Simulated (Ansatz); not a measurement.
An Ansatz (an electronic-structure program) input:

Ansatz 0.2 input:
```yaml
crystal:
  lattice:
    - [4.2175686447, 0.0, 0.0]
    - [0.0, 4.2175686447, 0.0]
    - [0.0, 0.0, 7.4081696671]
  atoms:
    - { symbol: Sr, position: [0.0, 0.5, 0.8164004935] }
    - { symbol: Sr, position: [0.5, 0.0, 0.1835995065] }
    - { symbol: Br, position: [0.5, 0.0, 0.6500361222] }
    - { symbol: Br, position: [0.0, 0.5, 0.3499638778] }
    - { symbol: F, position: [0.5, 0.5, 0.0] }
    - { symbol: F, position: [0.0, 0.0, 0.0] }
kpoints:
  mp_grid: { grid: [4, 4, 3] }
hamiltonian:
  xc: hse06
  pseudopotentials: { kind: paw }
scf:
  n_extra_bands: 6
  occupations: { method: fixed }
output:
  eigenvalues: true
  eigenstates:
    e_range: [-9.0, 16.8]
    kpoints:
      - [0.0, 0.0, 0.0]  # VBM
      - [0.0, 0.0, 0.0]  # CBM
```

### Question
How many symmetry operations and irreducible k-points will the run report?

### Answer
16 operations, 12 of 48 k-points.

### Question
With a cutoff of 420 eV, how many plane waves at Γ?

### Answer
2541.

It took very roughly 90 core-seconds on shared server cores.

The points marked VBM and CBM come from a semilocal run.

Space group P4/nmm. The first step of the workflow began from a Materials Project structure, measured or hypothetical; the Crystallography Open Database copy checked does not list it. Whether it is the stable phase at ambient conditions was not checked. The cell was relaxed with r²SCAN under the symmetry of its start; its stability against distortions is not shown here.

Potentials: the later of the program's two PAW sets.

Ansatz is a plane-wave DFT program.
